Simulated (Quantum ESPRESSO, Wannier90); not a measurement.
# Tight-binding from DFT: Li2Se (anti-fluorite)

```
begin unit_cell_cart
ang
    0.0000000000    2.9760450000    2.9760450000
    2.9760450000    0.0000000000    2.9760450000
    2.9760450000    2.9760450000    0.0000000000
end unit_cell_cart
begin atoms_frac
Li  -0.2500000000 -0.2500000000 -0.2500000000
Li   0.2500000000  0.2500000000  0.2500000000
Se   0.0000000000  0.0000000000  0.0000000000
end atoms_frac
```

Structure: Materials Project mp-2286, symmetrised, not relaxed again. COD (Crystallography Open Database) has an entry of this formula and space group (matched by these alone). Level: PBE, no spin polarisation, no spin-orbit coupling; pw.x of Quantum ESPRESSO at 69 Ry with PseudoDojo potentials, 10×10×10 k-points, Wannier90. Density: 10×10×10 mesh, cold smearing 0.01 Ry. Spin-orbit coupling, left out, would split the p-like bands by a few tenths of an eV.

A tight-binding model is made by disentanglement and projection with no localisation steps (num_iter = 0), so the 12 orbitals stay atom-like: hydrogen-like Li: s;p; Se: s;p, axes along x, y, z; frozen window up to 4.46 eV relative to the valence-band maximum. It follows pw.x to 5.0 meV rms for states up to 4.0 eV relative to the valence-band maximum. Matrix elements depend on this choice of orbitals and windows.

**Question.** What are the on-site energies relative to the valence-band maximum, and how fast do the hoppings decay?

**Answer.** 
| atom | orbitals | energy (eV) |
|---|---|---|
| Li1 | s | 7.54 |
| Li1 | pz px py | 8.82 |
| Li2 | s | 7.54 |
| Li2 | pz px py | 8.82 |
| Se3 | s | -9.31 |
| Se3 | pz px py | 1.71 |

```
distance of the centres (Å)  largest modulus (eV)
---------------------------  --------------------
2–3                                           2.0
4–5                                          0.14
5–6                                          0.45
6–7                                         0.038
7–8                                         0.025
8–9                                         0.014
9–10                                       0.0058
10–11                                      0.0069
11–12                                      0.0029
12–13                                      0.0042
```
